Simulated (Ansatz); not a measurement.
Values for one crystal, relaxed and computed with DFT-PBE in the program Ansatz with PAW potentials; other levels are named.

```yaml
volume_per_atom: 12.78 Å³
electronic_character: metallic (no gap)
Pressure derivative B′: 4.4
Density of states at the Fermi level: 0.36 states/eV per atom (mean over ±0.08 eV)
Bulk modulus (Birch–Murnaghan fit): 182 GPa
Formation energy from the elements (no fitted shifts): -0.64 eV/atom
```

**Question.** Which compound is it?
A) NbC2, MoSi2 or CaC2 type
B) BP, P6_422 (B on 3c, P on 3d)
C) Ge2BP, R3m (B on 3a, P on 3a, Ge on 3a, Ge on 3a)
D) Nb2AlB2, P-6m2 (Nb on 2h, Al on 1a, B on 1b, B on 1f)

**Answer.** D, Nb2AlB2, P-6m2 (Nb on 2h, Al on 1a, B on 1b, B on 1f)

The start of the workflow was typed in or built on a structure type; neither database checked (COD, Materials Project) lists it. Whether it is the stable phase at ambient conditions was not checked. Symmetry was held in the PBE relaxation; its stability against distortions is not shown here. No spin polarisation was allowed. The references are the lowest solids computed at this level, not always the standard phases. Scalar-relativistic: spin–orbit coupling is off unless named, which matters more the heavier the elements.

Potentials: the earlier of the program's two PAW sets.
